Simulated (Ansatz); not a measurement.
AlN:
```yaml
crystal:
  lattice:
    - [0.00000, 2.01246, 2.01246]
    - [2.01246, 0.00000, 2.01246]
    - [2.01246, 2.01246, 0.00000]
  atoms:
    - { symbol: Al, position: [0.50000, 0.50000, 0.50000] }
    - { symbol: N, position: [0.00000, 0.00000, 0.00000] }
```

Relaxed with r²SCAN+D4.

### Question
Map the electron localisation function on the plane through (0.500, 0.500, 0.500) spanned by u = [1, 0, 0] and v = [0, 1, -1] in lattice vectors, from r²SCAN+D4 in the plane-wave PAW code Ansatz.

### Answer
x is the fraction of u, y of v (the angle between them is 90°; rows are the nearest grid lines); atoms in the plane: Al at (0.00, 0.00), N at (0.50, 0.50).
```
|:    .......    :|
|    .:-----:.    |
|   :+*******+:   |
|  :*%%%%%%%%%*:  |
| .+%@@@@@@@@@%+. |
|.:*%@@@@@@@@@%*:.|
|.-*%@@%#*#%@@%*-.|
|.-*%@@#-.-#@@%*-.|
|.-*%@@*. .*@@%*-.|
|.-*%@@#-.-#@@%*-.|
|.-*%@@%#*#%@@%*-.|
|.:*%@@@@@@@@@%*:.|
| .+%@@@@@@@@@%+. |
|  :*%%%%%%%%%*:  |
|   :+*******+:   |
|    .:-----:.    |
|:    .......    :|
```
Scale: ten equal steps from 0.006 (start of ' ') to 0.850 (end of '@'), in the order ' .:-=+*#%@'; x runs from 0.000 to 1.00, y from 0.000 (bottom) to 1.00 (top).

The density is the valence pseudo-density with augmentation charge, so density and ELF within about 1 Å of a nucleus are not all-electron values.

Space group Fm-3m (rock salt). This is a known high-pressure phase of the composition, computed here at zero pressure and temperature. The r²SCAN+D4 relaxation kept the symmetry of its start; its stability against distortions is not shown here. The volume moved by -38 % from the start of the relaxation.

Potentials: the earlier of the program's two PAW sets.
